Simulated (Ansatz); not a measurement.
TiAl (CsCl type, space group No. 221) at seven volumes, the program Ansatz at the r²SCAN level (PAW), scaled uniformly. One row is withheld.

```json
[
 {"V (Å³/atom)": "14.515", "P (GPa)": "13.62"},
 {"V (Å³/atom)": "14.994", "P (GPa)": "?"},
 {"V (Å³/atom)": "15.472", "P (GPa)": "3.88"},
 {"V (Å³/atom)": "15.951", "P (GPa)": "0.00"},
 {"V (Å³/atom)": "16.429", "P (GPa)": "-3.35"},
 {"V (Å³/atom)": "16.908", "P (GPa)": "-6.24"},
 {"V (Å³/atom)": "17.386", "P (GPa)": "-8.73"}
]
```

Q: Fit the shown pressures and predict the withheld one.

A: Third-order Birch–Murnaghan: P = (3/2)B₀(x^(7/2) − x^(5/2))[1 + (3/4)(B′ − 4)(x − 1)] with x = (V₀/V)^(2/3). Least squares on the six rows gives V₀ = 15.951 Å³/atom, B₀ = 120.0 GPa, B′ = 3.93. At V = 14.994, x = 1.0421 and P = 8.38 GPa. The run itself gave 8.39 GPa.

Space group Pm-3m (CsCl type). The workflow started from a Materials Project entry (that database holds measured and hypothetical structures alike); the Crystallography Open Database copy checked does not list it. It is not the phase usual at ambient conditions (space group No. 123). The r²SCAN relaxation kept the symmetry of its start; whether a distortion lowers the energy is not shown. The run is not spin-polarised.

Potentials: the later of the program's two PAW sets.
